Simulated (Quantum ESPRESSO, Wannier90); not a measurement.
Tight-binding from DFT: HgTe (P3₁21)

Materials Project entry mp-358; symmetrised, unrelaxed at this level. Not found in the COD (Crystallography Open Database) copy used, which has the formula in other groups; not checked further. Computed values, not measurements, from PBEsol: Quantum ESPRESSO (norm-conserving PseudoDojo potentials, cutoff 66 Ry, no spin polarisation, no spin-orbit coupling) on a Γ-centred 4×4×4 mesh, then Wannier90. Density: 12×12×4 mesh, cold smearing 0.01 Ry. The cell is built of weakly bound layers, chains or molecules. Database cells relaxed without dispersion often hold them too far apart, which can enlarge gaps and weakens couplings between them; spacing and stacking were not compared with the measured crystal. Spin-orbit coupling is left out although heavy elements are present.

On the energy scale of pw.x, whose zero is arbitrary, the valence-band maximum lies at 9.08 eV.

Input w.win:

```
num_bands = 12
num_wann = 12
exclude_bands = 1-27,31-45,55-84
num_iter = 800
conv_tol = 1.0e-6
conv_window = 4
write_hr = true
write_u_matrices = true
begin projections
Te: sp3
end projections
begin unit_cell_cart
ang
    4.6554398676    0.0000000000    0.0000000000
   -2.3277199338    4.0317291911    0.0000000000
    0.0000000000    0.0000000000   10.4231900000
end unit_cell_cart
begin atoms_frac
Hg   0.3161400000  0.3161400000  0.0000000000
Hg  -0.3161400000  0.0000000000  0.3333333333
Hg   0.0000000000 -0.3161400000 -0.3333333333
Te   0.4855700000  0.4855700000  0.5000000000
Te  -0.4855700000  0.0000000000 -0.1666666667
Te   0.0000000000 -0.4855700000  0.1666666667
end atoms_frac
mp_grid = 4 4 4
begin kpoints
0.0000000000 0.0000000000 0.0000000000
0.0000000000 0.0000000000 0.2500000000
0.0000000000 0.0000000000 0.5000000000
... (61 more lines: the 4x4x4 mesh through Gamma)
end kpoints
```

Input of pw2wannier90.x that gives the overlap and projection files (equivalent; here they were cut from one run over all bands):

```
&inputpp
  outdir = './out'
  prefix = 'pwscf'
  seedname = 'w'
  write_amn = .true.
  write_mmn = .true.
/
```

Output w.wout (banner and timings cut):

```
                                    ------
                                    SYSTEM
                                    ------

                              Lattice Vectors (Ang)
                    a_1     4.655440   0.000000   0.000000
                    a_2    -2.327720   4.031729   0.000000
                    a_3     0.000000   0.000000  10.423190

                   Unit Cell Volume:     195.63778  (Ang^3)

                        Reciprocal-Space Vectors (Ang^-1)
                    b_1     1.349644   0.779217  -0.000000
                    b_2     0.000000   1.558434   0.000000
                    b_3     0.000000  -0.000000   0.602808

 *----------------------------------------------------------------------------*
 |   Site       Fractional Coordinate          Cartesian Coordinate (Ang)     |
 +----------------------------------------------------------------------------+
 | hg   1   0.31614   0.31614   0.00000   |    0.73589   1.27459   0.00000    |
 | hg   2  -0.31614   0.00000   0.33333   |   -1.47177   0.00000   3.47440    |
 | hg   3   0.00000  -0.31614  -0.33333   |    0.73589  -1.27459  -3.47440    |
 | te   1   0.48557   0.48557   0.50000   |    1.13027   1.95769   5.21159    |
 | te   2  -0.48557   0.00000  -0.16667   |   -2.26054   0.00000  -1.73720    |
 | te   3   0.00000  -0.48557   0.16667   |    1.13027  -1.95769   1.73720    |
 *----------------------------------------------------------------------------*
                                ------------
                                K-POINT GRID
                                ------------

             Grid size =  4 x  4 x  4      Total points =   64

 *---------------------------------- MAIN ------------------------------------*
 |  Number of Wannier Functions               :                12             |
 |  Number of Objective Wannier Functions     :                12             |
 |  Number of input Bloch states              :                12             |
 |  Output verbosity (1=low, 5=high)          :                 1             |
 |  Timing Level (1=low, 5=high)              :                 1             |
 |  Optimisation (0=memory, 3=speed)          :                 3             |
 |  Length Unit                               :               Ang             |
 |  Post-processing setup (write *.nnkp)      :                 F             |
 |  Using Gamma-only branch of algorithms     :                 F             |
 *----------------------------------------------------------------------------*
 *------------------------------- WANNIERISE ---------------------------------*
 |  Total number of iterations                :               800             |
 |  Number of CG steps before reset           :                 5             |
 |  Trial step length for line search         :             2.000             |
 |  Convergence tolerence                     :         0.100E-05             |
 |  Convergence window                        :                 4             |
 |  Iterations between writing output         :                 1             |
 |  Iterations between backing up to disk     :               100             |
 |  Write r^2_nm to file                      :                 F             |
 |  Write xyz WF centres to file              :                 F             |
 |  Write on-site energies <0n|H|0n> to file  :                 F             |
 |  Use guiding centre to control phases      :                 F             |
 |  Use phases for initial projections        :                 F             |
 *----------------------------------------------------------------------------*
 *-------------------------------- PLOTTING ----------------------------------*
 |  Plotting Hamiltonian in WF basis          :                 T             |
 *----------------------------------------------------------------------------*

 *---------------------------------- K-MESH ----------------------------------*
 +----------------------------------------------------------------------------+
 |                    Distance to Nearest-Neighbour Shells                    |
 |                    ------------------------------------                    |
 |          Shell             Distance (Ang^-1)          Multiplicity         |
 |          -----             -----------------          ------------         |
 |             1                   0.150702                      2            |
 |             2                   0.301404                      2            |
 |             3                   0.389609                      6            |
 |             4                   0.417739                     12            |
 |             5                   0.452106                      2            |
 |             6                   0.492584                     12            |
 |             7                   0.596821                     12            |
 |             8                   0.602808                      2            |
       ... (lines left out)
 +----------------------------------------------------------------------------+
 | The b-vectors are chosen automatically                                     |
 | The following shells are used:                       1,  3                 |
 +----------------------------------------------------------------------------+
 |                        Shell   # Nearest-Neighbours                        |
 |                        -----   --------------------                        |
 |                          1               2                                 |
 |                          2               6                                 |
 +----------------------------------------------------------------------------+
 | Completeness relation is fully satisfied [Eq. (B1), PRB 56, 12847 (1997)]  |
 +----------------------------------------------------------------------------+
 |                  b_k Vectors (Ang^-1) and Weights (Ang^2)                  |
 |                  ----------------------------------------                  |
 |            No.         b_k(x)      b_k(y)      b_k(z)        w_b           |
 |            ---        --------------------------------     --------        |
 |             1         0.000000    0.000000    0.150702    22.015652        |
 |             2         0.000000    0.000000   -0.150702    22.015652        |
 |             3         0.000000    0.389609    0.000000     2.195946        |
 |             4         0.337411    0.194804    0.000000     2.195946        |
 |             5         0.000000   -0.389609    0.000000     2.195946        |
 |             6         0.337411   -0.194804    0.000000     2.195946        |
 |             7        -0.337411   -0.194804    0.000000     2.195946        |
 |             8        -0.337411    0.194804    0.000000     2.195946        |
 +----------------------------------------------------------------------------+
 |                           b_k Directions (Ang^-1)                          |
 |                           -----------------------                          |
 |            No.           x           y           z                         |
 |            ---        --------------------------------                     |
 |             1         0.000000    0.000000    0.150702                     |
 |             2         0.000000    0.389609    0.000000                     |
 |             3         0.337411    0.194804    0.000000                     |
 |             4         0.337411   -0.194804    0.000000                     |
 +----------------------------------------------------------------------------+

 Starting a new Wannier90 calculation ...

 Reading overlaps from w.mmn

 Reading projections from w.amn

 *------------------------------- WANNIERISE ---------------------------------*
 +--------------------------------------------------------------------+<-- CONV
 | Iter  Delta Spread     RMS Gradient      Spread (Ang^2)            |<-- CONV
 +--------------------------------------------------------------------+<-- CONV

 ------------------------------------------------------------------------------
 Initial State
  WF centre and spread    1  (  1.827767,  2.500379,  5.851303 )     3.56961801
  WF centre and spread    2  (  1.493236,  1.691587,  4.907793 )     4.04780827
  WF centre and spread    3  (  1.032989,  2.715746,  4.857357 )     4.29635367
  WF centre and spread    4  (  0.827216,  2.058261,  5.228420 )     4.59304082
  WF centre and spread    5  ( -2.479720, -0.020752, -1.963890 )     4.84253664
  WF centre and spread    6  ( -2.479747,  0.020770, -1.510502 )     4.84262312
  WF centre and spread    7  ( -2.699559,  0.274453, -2.085027 )     3.94904390
  WF centre and spread    8  ( -2.699569, -0.274471, -1.389378 )     3.94894681
  WF centre and spread    9  (  1.493231, -1.691591,  2.040997 )     4.04783465
  WF centre and spread   10  (  1.827765, -2.500381,  1.097500 )     3.56956580
  WF centre and spread   11  (  0.827213, -2.058251,  1.720366 )     4.59298512
  WF centre and spread   12  (  1.032998, -2.715750,  2.091441 )     4.29639062
  Sum of centres and spreads (  0.003819,  0.000001, 20.846380 )    50.59674740

      0     0.506E+02     0.0000000000       50.5967474047  <-- CONV
        O_D=      0.1804455 O_OD=      8.5559412 O_TOT=     50.5967474 <-- SPRD
 ------------------------------------------------------------------------------
      1    -0.120E+01     2.0806268128       49.3923981616  <-- CONV
        O_D=      0.1424528 O_OD=      7.3895847 O_TOT=     49.3923982 <-- SPRD
      2    -0.580E+00     1.5543131494       48.8128061187  <-- CONV
        O_D=      0.0723495 O_OD=      6.8800959 O_TOT=     48.8128061 <-- SPRD
      3    -0.277E+00     1.0926625626       48.5357373818  <-- CONV
        O_D=      0.0721905 O_OD=      6.6031862 O_TOT=     48.5357374 <-- SPRD
      4    -0.181E+00     0.8499840345       48.3549738360  <-- CONV
        O_D=      0.0592621 O_OD=      6.4353511 O_TOT=     48.3549738 <-- SPRD
      5    -0.968E-01     0.6099213581       48.2581560868  <-- CONV
        O_D=      0.0638061 O_OD=      6.3339893 O_TOT=     48.2581561 <-- SPRD
       ... (lines left out)
    100    -0.262E-05     0.0032324089       44.5795719032  <-- CONV
        O_D=      0.0541640 O_OD=      2.6650472 O_TOT=     44.5795719 <-- SPRD
       ... (lines left out)
    112    -0.519E-06     0.0014361259       44.5795521700  <-- CONV
        O_D=      0.0541805 O_OD=      2.6650110 O_TOT=     44.5795522 <-- SPRD
    113    -0.374E-06     0.0011707161       44.5795517965  <-- CONV
        O_D=      0.0541810 O_OD=      2.6650101 O_TOT=     44.5795518 <-- SPRD
    114    -0.462E-06     0.0011146207       44.5795513346  <-- CONV
        O_D=      0.0541823 O_OD=      2.6650084 O_TOT=     44.5795513 <-- SPRD
             <<<     Delta < 1.000E-06  over  4 iterations     >>>
             <<< Wannierisation convergence criteria satisfied >>>
 Final State
  WF centre and spread    1  (  1.964437,  2.433047,  5.917999 )     3.93122351
  WF centre and spread    2  (  1.473704,  1.606904,  4.891352 )     3.49977671
  WF centre and spread    3  (  1.124695,  2.917886,  4.505312 )     3.93120295
  WF centre and spread    4  (  0.654644,  2.079039,  5.531716 )     3.49764578
  WF centre and spread    5  ( -3.089299, -0.484951, -2.443464 )     3.93145947
  WF centre and spread    6  ( -3.089299,  0.484951, -1.030932 )     3.93145932
  WF centre and spread    7  ( -2.128186,  0.472714, -2.057428 )     3.49846857
  WF centre and spread    8  ( -2.128185, -0.472714, -1.416969 )     3.49846612
  WF centre and spread    9  (  1.473704, -1.606904,  2.057442 )     3.49977673
  WF centre and spread   10  (  1.964437, -2.433047,  1.030795 )     3.93122350
  WF centre and spread   11  (  0.654644, -2.079039,  1.417077 )     3.49764575
  WF centre and spread   12  (  1.124695, -2.917886,  2.443481 )     3.93120293
  Sum of centres and spreads ( -0.000009,  0.000000, 20.846380 )    44.57955133

         Spreads (Ang^2)       Omega I      =    41.860360655
        ================       Omega D      =     0.054182306
                               Omega OD     =     2.665008373
    Final Spread (Ang^2)       Omega Total  =    44.579551335
```
